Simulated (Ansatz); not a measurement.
BeS (zinc blende, space group No. 216), LDA in the plane-wave PAW code Ansatz: ε∞ = 5.43, cell volume 27.58 Å³. Infrared-active transverse modes:

```tsv
ω_TO (cm⁻¹)	oscillator strength S_xx (e²/amu)
592.9	0.3367
```

Compute the static dielectric constant.

Each mode adds (4.921e7/V) S/ω²: 1.71. So ε0 = 7.14.

What LO frequency does the Lyddane–Sachs–Teller relation give?

ω_LO = ω_TO √(ε0/ε∞) = 680 cm⁻¹.

Space group F-43m (zinc blende). The LDA relaxation kept the symmetry of its start; phonons on a q-mesh show no instability.

Potentials: the later of the program's two PAW sets.
